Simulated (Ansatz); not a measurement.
## Mo: relaxation of cell and atoms

All numbers below come from Ansatz 0.2.0, DFT, PBE, PAW with Ansatz's default frozen-core files, scalar-relativistic.

Command: `ansatz run input.yaml --threads 1 --pin off --max-ram 2048MiB --backend cpu --events-out ev --progress --plain --runs-dir out` The run took about 8.1 s on 1 thread of a shared machine.

```yaml
crystal:
  lattice:
    - [-1.573415, 1.573415, 1.573415]
    - [1.573415, -1.573415, 1.573415]
    - [1.573415, 1.573415, -1.573415]
  atoms:
    - { symbol: Mo, position: [0.0, 0.0, 0.0] }
kpoints:
  mp_grid: { grid: [15, 15, 15] }
scf:
  occupations: { method: fermi_dirac, width: 0.05 }
hamiltonian:
  xc: pbe
  pseudopotentials: { kind: paw }
output:
  forces: true
  stress: true
  efg: { contact_densities: true }
  write_density: true
  write_potential: true
  elf: true
  volumetric_format: npy
relax:
  f_tol: 0.005
  max_steps: 80
  cell: {}
```

The cell comes from COD entry 4001308, which wasn't checked; take it as a given geometry.

The cutoff is 420 eV; energies and pressures of the walk include the program's estimate of the Pulay term.

Each frame lists the cell vectors (Å), then Cartesian positions (Å); symmetry keeps all forces zero. Free energies count from the first step, -4956.0194 eV.

The walk took 5 evaluations in all; steps that aren't listed are left out.

Step 1: E = 0.0 meV, P = 3.80 GPa

```
cell -1.5734 1.5734 1.5734 1.5734 -1.5734 1.5734 1.5734 1.5734 -1.5734
Mo    0.0000    0.0000    0.0000
```

Step 2:

```
cell -1.5953 1.5953 1.5953 1.5953 -1.5953 1.5953 1.5953 1.5953 -1.5953
Mo    0.0000    0.0000    0.0000
```

(1) Give the energy, pressure of step 2.

(2) How does the relaxation end?

Results:

(1) E = +7.0 meV, P = -6.75 GPa, step rejected
```
Mo    0.0000    0.0000    0.0000
```

(2) It converges, with a = 3.162 Å, b = 3.162 Å, c = 3.162 Å, α = 90.00°, β = 90.00°, γ = 90.00° (conventional cell, space group Im-3m). The last solve (on a basis chosen afresh for the final cell, so its energy is not quite comparable) gives E = -2.6 meV, P = 0.00 GPa:
```
cell -1.5808 1.5808 1.5808 1.5808 -1.5808 1.5808 1.5808 1.5808 -1.5808
Mo    0.0000    0.0000    0.0000
```
